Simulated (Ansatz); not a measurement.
A trial cell of TiC was relaxed with PBEsol (plane waves to 420 eV, PAW, scalar-relativistic; Ansatz, a program for electronic structure).

Before: Cmmm (No. 65), oS8; a = 5.405 Å, b = 6.115 Å, c = 2.531 Å, α = β = γ = 90.00°.

After relaxation:

Simulated powder pattern, Cu Kα1, λ = 1.54056 Å (kinematic, ideal powder, no thermal factors, no anomalous dispersion; the 24 strongest lines at most, above 1 %, up to 2θ = 90°):

```
2θ (°)  I/Imax (%)
------  ----------
31.61           83
37.75           26
45.31           70
50.03          100
60.40           25
66.01           19
75.04           12
78.63           11
80.63          5.1
87.20           34
89.17          7.7
```

Task: Identify the relaxed structure from its pattern: crystal system, space group and cell.

Result: Tetragonal, P4/mmm (No. 123), tP2; a = b = 2.8281 Å, c = 2.3811 Å, α = β = γ = 90.00°. Sites: C 1d (0.500, 0.500, 0.500); Ti 1a (0.000, 0.000, 0.000).

Task: Index the strongest lines.

Result: 31.61° (100), 37.75° (001), 45.31° (110), 50.03° (101), 87.20° (211).

No spin polarisation in the result.

The run could not lose the symmetry of its start, so the end can be a saddle point.

The relaxed structure here is a generated cell of TiC: the first start was made by placing the elements on the sites of a structure type, and the end was not matched to a known phase here, so it may be hypothetical. Known forms of TiC include space group No. 225.
